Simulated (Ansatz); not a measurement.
# Squeezing and stretching HfN

Reference cell: an entry of the Crystallography Open Database (COD), whose atoms a relaxation with PBE at fixed cell left in place.

```cif
data_structure
_symmetry_space_group_name_H-M 'P 1'
_symmetry_Int_Tables_number 1
_cell_length_a 3.1947
_cell_length_b 3.1947
_cell_length_c 3.1947
_cell_angle_alpha 60.000
_cell_angle_beta 60.000
_cell_angle_gamma 60.000
_cell_volume 23.06
loop_
_atom_site_label
_atom_site_type_symbol
_atom_site_fract_x
_atom_site_fract_y
_atom_site_fract_z
_atom_site_occupancy
Hf1 Hf 0.00000 0.00000 0.00000 1
N2 N 0.50000 0.50000 0.50000 1
```

Sites (sets of like atoms) are named by element and the number of their first atom in this list.

Computed with Ansatz: DFT, PBE, plane waves and PAW, scalar-relativistic, 420 eV cutoff, Γ-centred 18×18×18 k-points, Fermi–Dirac smearing 0.05 eV.

The cell is scaled uniformly, and the ions relax again at each size.

| V/V₀ | pressure (GPa) |
| --- | --- |
| 0.94 | ? |
| 0.96 | 18.1 |
| 0.98 | 11.5 |
| 1.00 | 5.4 |
| 1.02 | 0.0 |
| 1.04 | -4.9 |
| 1.06 | -9.3 |

(1) Estimate the row at V/V₀ = 0.94 and the bulk modulus.

Answers

(1) pressure (GPa): 25.6. Worked: a parabola in ln(V/V₀) through the other 6 rows gives 25.4 GPa there. It crosses zero pressure at V/V₀ = 1.020, the equilibrium volume of this functional, where the bulk modulus is B = −dP/d ln V = 264 GPa.
